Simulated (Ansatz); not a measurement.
A geometry of YScO3 away from equilibrium: the start of the relaxation of a generated cell, YScO3 built in the GdFeO3 structure type. Calculation: r2SCAN (plane waves to 500 eV, PAW, scalar-relativistic; Ansatz, a quantum-chemistry and plane-wave program). Γ-centred k-mesh 4×3×4 on the run's cell (coarser than for final values), Fermi–Dirac smearing 0.05 eV.

```xyz
20
Lattice="5.5310 0.0000 0.0000 0.0000 7.8042 0.0000 0.0000 0.0000 5.5125" Properties=species:S:1:pos:R:3:forces:R:3 pbc="T T T" free_energy=-30865.344 pressure_GPa=8.4
Y      2.6975     1.9510     5.4662   -0.6023    0.0000   -0.0721
Y      5.4629     1.9510     2.8026   -0.6023    0.0000    0.0721
Y      2.8335     5.8531     0.0463    0.6023    0.0000    0.0721
Y      0.0680     5.8531     2.7100    0.6023    0.0000   -0.0721
Sc     0.0000     0.0000     0.0000    0.0000    0.0000    0.0000
Sc     2.7655     3.9021     2.7563    0.0000    0.0000    0.0000
Sc     0.0000     3.9021     0.0000    0.0000    0.0000    0.0000
Sc     2.7655     0.0000     2.7563    0.0000    0.0000    0.0000
O      0.1731     1.9510     0.3230    0.2840    0.0000    1.9305
O      2.9386     1.9510     2.4332    0.2840    0.0000   -1.9305
O      5.3579     5.8531     5.1895   -0.2840    0.0000   -1.9305
O      2.5924     5.8531     3.0793   -0.2840    0.0000    1.9305
O      1.5929     4.1909     1.1742    0.6946    1.0958   -0.9813
O      4.3584     7.5154     1.5821    0.6946   -1.0958    0.9813
O      3.9381     0.2888     4.3383   -0.6946    1.0958    0.9813
O      1.1726     3.6133     3.9304   -0.6946   -1.0958   -0.9813
O      3.9381     3.6133     4.3383   -0.6946   -1.0958    0.9813
O      1.1726     0.2888     3.9304   -0.6946    1.0958   -0.9813
O      1.5929     7.5154     1.1742    0.6946   -1.0958   -0.9813
O      4.3584     4.1909     1.5821    0.6946    1.0958    0.9813
```

Positions in Å, forces in eV/Å, free energy of the cell in eV (comparable only within this code, potentials and settings). Largest force: 1.95 eV/Å, on O9, O10, O11, O12 (atoms numbered as listed); the geometry lies 0.25 eV/atom above the end of its relaxation.

No spin polarisation in the result.

The run could not lose the symmetry of its start.

The first start was generated by placing the elements on the sites of a structure type. Materials Project lists a structure of YScO3 in the same space group, Pnma (No. 62); the sites were not compared with it, nor with measured phases.
